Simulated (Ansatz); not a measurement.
CuAu (CuAu type, space group P4/mmm)

```yaml
crystal:
  lattice:
    - [2.88152, 0.00000, 0.00000]
    - [0.00000, 2.88152, 0.00000]
    - [0.00000, 0.00000, 3.61476]
  atoms:
    - { symbol: Cu, position: [0.50000, 0.50000, 0.50000] }
    - { symbol: Au, position: [0.00000, 0.00000, 0.00000] }
```

E(V) scan at fixed shape, V₀ the volume above. Symmetry pins the atoms to their sites.

Method: PBE (plane waves to 420 eV, PAW, scalar-relativistic; Ansatz, a quantum-chemistry and plane-wave program). k mesh 16×16×13 (Γ-centred), Fermi-Dirac smearing 0.05 eV. E stands for the smeared free energy. Compression counts positive. CuAu is run without spin polarisation. CuAu was relaxed with its symmetry unable to fall. Spin-orbit coupling is left out, though Au is heavy. ΔE is measured from the relaxed starting cell.

What ΔE (meV/atom) and P (GPa) does the calculation give at V/V₀ = 0.955, 0.970, 1.015, 1.030, 1.045, 1.060?


```json
[
 {"V/V₀": "0.955", "ΔE (meV/atom)": "15", "P (GPa)": "7.4"},
 {"V/V₀": "0.970", "ΔE (meV/atom)": "6", "P (GPa)": "4.7"},
 {"V/V₀": "1.015", "ΔE (meV/atom)": "1", "P (GPa)": "-2.0"},
 {"V/V₀": "1.030", "ΔE (meV/atom)": "6", "P (GPa)": "-3.8"},
 {"V/V₀": "1.045", "ΔE (meV/atom)": "12", "P (GPa)": "-5.5"},
 {"V/V₀": "1.060", "ΔE (meV/atom)": "21", "P (GPa)": "-7.0"}
]
```

(Under strain, the slope of the energy per volume gives the stress and its curvature an elastic modulus.)
